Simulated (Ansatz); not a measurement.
Input and command of a calculation in Ansatz (plane waves; scalar-relativistic PAW potentials unless the input names others):

```yaml
crystal:
  lattice:
    - [0.0, 1.789308, 1.867104]
    - [1.789308, 0.0, 1.867104]
    - [1.789308, 1.789308, 0.0]
  atoms:
    - { symbol: Pd, position: [0.0, 0.0, 0.0] }
basis:
  ecutwfc: 420
kpoints:
  mp_grid: { grid: [20, 20, 20] }
hamiltonian:
  xc: lda
scf:
  occupations: { method: gaussian, width: 0.15 }
  convergence: { dr2_threshold: 1.0e-06 }
output:
  forces: true
  eigenvalues: true
  stress: true
```

```bash
ansatz run input.yaml --threads 1 --pin off --max-ram 1228MiB --backend cpu --events-out ev --progress --plain --runs-dir out
```

Abridged log:
```
Warning: scf.convergence.dr2_threshold = 1e-6 eV is looser than this run's default, which is 1e-7 eV or tighter. The error in the forces grows as the threshold's square root, so leave the key out unless less accurate forces are enough
Warning: output.stress: scf.convergence.dr2_threshold = 1e-6 eV is looser than the 1e-10 eV advised for a printed stress (1e-10 eV for each atom of the cell: 1). ...
Pseudopotentials: kind: paw
Pseudopotential: Pd, paw, valence charge 18, recommended cutoff 420 eV (normal)
Functional definition: SPW92
Crystal: 1 atom, lattice volume = 11.956 Å³
Basis set: ecut = 420 eV, 255 PW (Γ)
Bands: 13, of which v1, the nominal top of the filled ones, is band 9 counted from 1 (8 counted from 0)
Symmetry: 16 space group operations
Space group: I4/mmm (ITA 139), of the structure as read, at distance tolerance 2.3e-5 Å
k-points: 641 of 8000
Initial density: superposition of atomic densities (neutral atoms: chi_scale 0, normalization atom), corrected by the library's trained network
Initial wavefunctions: pseudopotential atomic-orbital guess
Functional: x = slater, c = lda
SCF iter   1: F=—  HF=-6844.248921 eV  |F-HF|=—  |Δ(HF+E_count)|=         —  Δρ=1.20e-2  dr2=1.13e-2  ethr=1.77e-3  ⟨swp⟩=5.0  Hψ=47771  notcnv=0
SCF iter   2: F=—  HF=-6844.245838 eV  |F-HF|=—  |Δ(HF+E_count)|=   3.08e-3  Δρ=4.80e-3  dr2=1.52e-3  ethr=6.25e-5  ⟨swp⟩=2.5  Hψ=17042  notcnv=0
SCF iter   3: F=—  HF=-6844.245379 eV  |F-HF|=—  |Δ(HF+E_count)|=   4.59e-4  Δρ=2.09e-3  dr2=9.23e-5  ethr=8.46e-6  ⟨swp⟩=2.2  Hψ=11827  notcnv=0
SCF iter   4: F=—  HF=-6844.245376 eV  |F-HF|=—  |Δ(HF+E_count)|=   3.01e-6  Δρ=6.98e-5  dr2=1.82e-7  ethr=5.13e-7  ⟨swp⟩=1.0  Hψ=8333  notcnv=0
SCF iter   5: F=-6844.245376 eV  HF=-6844.245376 eV  |F-HF|=1.92e-9  |Δ(HF+E_count)|=   5.72e-8  Δρ=1.46e-5  dr2=6.69e-9  ethr=1.01e-9  ⟨swp⟩=2.2  Hψ=12370  notcnv=0
SCF iter   6: F=-6844.245376 eV  HF=-6844.245376 eV  |F-HF|=9.19e-11  |Δ(HF+E_count)|=   2.31e-9  Δρ=1.85e-6  dr2=1.49e-10  ethr=3.72e-11  ⟨swp⟩=1.5  Hψ=20039  notcnv=0
SCF 1 converged in 6 iterations: F = -6844.245376 eV  dr2 = 1.49e-10
SCF converged after 6 iterations
Free energy (F): -6844.245376 eV
Harris-Foulkes:  -6844.245376 eV  (|F-HF|=9.19e-11)
Internal energy: -6844.225740 eV  (E = F + TS)
E sigma→0 (E₀):  -6844.235558 eV
Entropy (-TS):   -0.019637 eV (-19.637 meV/atom)
Fermi energy:    25.745662 eV
--- Forces (eV/Å), atoms counted from 1 ---
  atom   1  Pd     0.00000000     0.00000000     0.00000000
--- Stress (GPa, compression-positive) ---
       62.324346       0.000000       0.000000
        0.000000      62.324346       0.000000
        0.000000       0.000000      55.575065
  P = ⅓ Tr σ = 60.0746 GPa (600.746 kbar)
```

Apart from outputs and empty bands, the input differs from a reference run on usual settings in scf.convergence.dr2_threshold: not typed → 1e-06. The reference, at the same geometry (not necessarily relaxed), gave pressure 60.07 GPa, largest force 0.000 eV/Å, no gap on the mesh. This run converged in 6 SCF iterations (reference: 6) with an energy at zero smearing within 0.01 meV/atom of the reference's, pressure 60.07 GPa, largest force 0.000 eV/Å, no gap on the mesh.